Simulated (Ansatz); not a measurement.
SnO in space group P4_2/mmc (No. 131; Sn on 2c, O on 2e) under volume change, DFT-PBE in the program Ansatz with PAW potentials, shape and atoms relaxed at each volume.

```tsv
V (Å³/atom)	E − E(relaxed) (meV/atom)	P (GPa)
15.372	39.7	9.20
15.879	16.5	5.56
16.385	3.9	2.54
16.892	0.0	0.00
17.399	3.4	-2.11
17.906	12.8	-3.82
18.412	27.3	-5.26
```

Problem. What does a third-order Birch–Murnaghan fit give for V₀, B₀ and B′?

Solution. V₀ = 16.89 Å³/atom, B₀ = 76.4 GPa, B′ = 5.2.

A made-up cell: these elements were put on the sites of a structure type; neither database checked (COD, Materials Project) lists it. It is not the phase usual at ambient conditions (space group No. 129). Symmetry was held in the PBE relaxation; whether a distortion lowers the energy is not shown. Scalar-relativistic: spin–orbit coupling is off unless named, which matters more the heavier the elements.

Potentials: the later of the program's two PAW sets.
